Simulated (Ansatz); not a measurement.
InP:
```xyz
8
Lattice="7.2029 0.0000 0.0000 0.0000 7.2029 0.0000 0.0000 0.0000 4.1871" Properties=species:S:1:pos:R:3 pbc="T T T"
In     2.3217     4.8811     0.0000
In     4.8811     2.3217     0.0000
In     5.9232     5.9232     2.0935
In     1.2797     1.2797     2.0935
P      2.2929     2.2929     0.0000
P      4.9099     4.9099     0.0000
P      1.3085     5.8944     2.0935
P      5.8944     1.3085     2.0935
```

Relaxed with r²SCAN.

**Question.** Map the electron localisation function on the plane through (0.822, 0.822, 0.500) spanned by u = [0, 0, 1] and v = [1, 1, 0] in lattice vectors, from DFT-r²SCAN in the program Ansatz with PAW potentials.

**Answer.** x is the fraction of u, y of v (the angle between them is 90°; rows are the nearest grid lines); atoms in the plane: In at (0.00, 0.00), In at (0.00, 0.36), P at (0.50, 0.50), P at (0.50, 0.86).
```
|   .:::=+****+=:::.   |
|  .::-*%@@@@@@%*-::.  |
|::::-*@@@@##@@@@*-::::|
|:::=#@@@*    *@@@#=:::|
|..:=*#%#+:  :+#%#*=:..|
|   :-+*#%%@@%%#*+-:   |
|   .:-+*##%%##*+-:.   |
|      ....::....      |
|      ..::::::..      |
|   .:=+*#%%%%#*+=:.   |
|  .:=+#%%%%%%%%#+=:.  |
|..:=*%%#+.  .+#%%*=:..|
|:::=#@@@*.  .*@@@#=:::|
|:::::+%@@@%%@@@%+:::::|
|  .:::+%@@%%@@%+:::.  |
|   .:::-++++++-:::.   |
|..::::::......::::::..|
|::::...        ...::::|
|......          ......|
|...                ...|
|......          ......|
|:::::::..    ..:::::::|
|  .:::::......:::::.  |
|   .:::=+****+=:::.   |
```
Scale: ten equal steps from 0.002 (start of ' ') to 0.888 (end of '@'), in the order ' .:-=+*#%@'; x runs from 0.000 to 1.00, y from 0.000 (bottom) to 1.00 (top).

The density is the valence pseudo-density with augmentation charge, so density and ELF within about 1 Å of a nucleus are not all-electron values.

Space group P4_2/mnm. The start of the workflow was typed in or built on a structure type; neither database checked (COD, Materials Project) lists it. It is not the phase usual at ambient conditions (space group No. 216). Symmetry was held in the r²SCAN relaxation; its stability against distortions is not shown here. The volume moved by 22 % from the start of the relaxation.

Potentials: the earlier of the program's two PAW sets.
